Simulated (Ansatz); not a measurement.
BaTiO3 (cubic perovskite, Pm-3m), PBE in the plane-wave PAW code Ansatz, all energies at zero smearing, with the estimated change up to a 700 eV cutoff added, with one set of potentials and settings (totals compare only within such a set). Cell of 5 atoms (1 Ba, 1 Ti, 3 O): -10159.752 eV.

| element | reference phase | E (eV/atom) |
|---|---|---|
| Ba | Im-3m, 1 atoms in the cell | -5949.7005 |
| Ti | P6/mmm, 3 atoms in the cell | -2499.6763 |
| O | C2/m, 4 atoms in the cell, spin-polarised | -565.0042 |

Formation energy per atom, worked out: (-10159.752 − 1×(-5949.7005) − 1×(-2499.6763) − 3×(-565.0042))/5 = -3.073 eV/atom (-296 kJ per mol of atoms), at 0 K, without zero-point energy or fitted corrections.

This is a known high-temperature phase of the composition, computed here at zero pressure and temperature. The PBE relaxation kept the symmetry of its start; its stability against distortions is not shown here. No spin polarisation was allowed. The references are the lowest solids computed at this level, not always the standard phases (solids in place of the gases). Spin–orbit coupling is left out wherever it is not named.

Potentials: the earlier of the program's two PAW sets.
